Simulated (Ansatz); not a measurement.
HfRu (CsCl type, Pm-3m) at seven volumes, LDA (plane waves, PAW; program Ansatz), scaled uniformly. One row is withheld.

```
V (Å³/atom)  P (GPa)
-----------  -------
14.654         26.25
15.137         15.99
15.620          7.34
16.103          0.00
16.586         -6.26
17.069             ?
17.552        -16.24
```

Fit the shown pressures and predict the withheld one.

P = (3/2)B₀(x^(7/2) − x^(5/2))[1 + (3/4)(B′ − 4)(x − 1)] with x = (V₀/V)^(2/3). Least squares on the six rows gives V₀ = 16.102 Å³/atom, B₀ = 227 GPa, B′ = 4.34. At V = 17.069, x = 0.9619 and P = -11.67 GPa. The run itself gave -11.63 GPa.

The workflow started from a Materials Project entry (that database holds measured and hypothetical structures alike); the Crystallography Open Database files this formula in space group No. 221, but the cells were not matched. Its standing as an ambient phase is unchecked. Symmetry was held in the LDA relaxation; of distortions, only those at the zone centre were tested. The run is not spin-polarised. Spin–orbit coupling is left out wherever it is not named.

Potentials: the later of the program's two PAW sets.
